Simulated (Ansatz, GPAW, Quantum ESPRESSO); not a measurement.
**Al3Au: 4 runs at one level of theory**

```
Au Al
1.0
    -2.02533    2.02533    4.05660
     2.02533   -2.02533    4.05660
     2.02533    2.02533   -4.05660
Au Al
1 3
Cartesian
  0.0000 0.0000 0.0000
  0.0000 0.0000 4.0566
  2.0253 0.0000 2.0283
  0.0000 2.0253 2.0283
```

The cell comes from a database or a generator and needn't be the stable form of this composition.

Alike in all runs: task band structure; functional PBEsol; k mesh 9 × 9 × 9; occupations fermi-dirac, width 0.05 eV; no spin polarisation; no spin-orbit coupling. Pressure is positive in compression and, in plane waves, holds the error of the finite cutoff, which Ansatz's Pulay term estimates and takes out.

```csv
program and potentials,plane-wave cutoff (eV),notes,pressure (GPa)
"Quantum ESPRESSO, GBRV 1.5 PBEsol",612,-,-2.77
"Ansatz, all-electron LAPW, scalar-relativistic",-,-,-2.62
"Ansatz, PAW datasets made for the crystal",260,-,-2.62
"GPAW, PAW data sets generated for this functional",600,this data set often lies off other programs,-2.19
```

The pressure spans -2.77 (Quantum ESPRESSO, GBRV 1.5 PBEsol) to -2.19 GPa (GPAW, PAW data sets generated for this functional), with all-electron results at -2.62.

Differences between rows come from potentials, basis sets and numerical settings, since the functional is the same but for its coding. Runs on potential files found faulty are left out.
